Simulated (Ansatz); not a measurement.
# Relaxing a structure of Co

The start is a generated trial cell of Co in the hcp structure type. The cell and all atomic positions are relaxed at zero pressure with PBE (plane waves to 420 eV, PAW, scalar-relativistic; Ansatz, an electronic-structure program). The first steps use a coarse 15×15×8 k-mesh.

Input geometry:
```
CELL_PARAMETERS angstrom
      2.51000     0.00000     0.00000
     -1.25500     2.17372     0.00000
      0.00000     0.00000     4.07122
ATOMIC_POSITIONS crystal
  Co 0.33333 0.66667 0.75000
  Co 0.66667 0.33333 0.25000
```
Spin-polarised start, with parallel moments on Co.

- Outcome: The space group stays P6₃/mmc (No. 194) (the run could not lower it); the end is hcp (Mg type), with 2 atoms in the primitive magnetic cell
- Volume change: -2.2 %, from 11.11 to 10.86 Å³/atom
- Shortest distances (start → end): The closest pairs of elements (up to four, under 3.6 Å), start → end: Co–Co 2.50 → 2.48 Å
- Band gap at the end: no gap (metallic)
- Moments at the end: net 1.61 μB/atom, ferromagnetic
- Optimiser moves: 6

The end point of the relaxation:

Space group P6₃/mmc (No. 194); a = b = 2.494 Å, c = 4.032 Å, α = β = 90.00°, γ = 120.00°

```json
[
 {"atom": "Co", "site": "2d", "symmetry": "-6m2", "x": "0.6667", "y": "0.3333", "z": "0.2500"}
]
```

Final values are on a 21×21×12 k-mesh of the relaxed cell. Spin state reached: ferromagnetic (net 1.61 μB/atom), from parallel starting moments; other spin orders were not run from this start.

The run could not lose the symmetry of its start; a randomly shaken copy of 2 atoms returns to this structure.

All atoms sit on sites fixed by symmetry, so only the cell could relax.
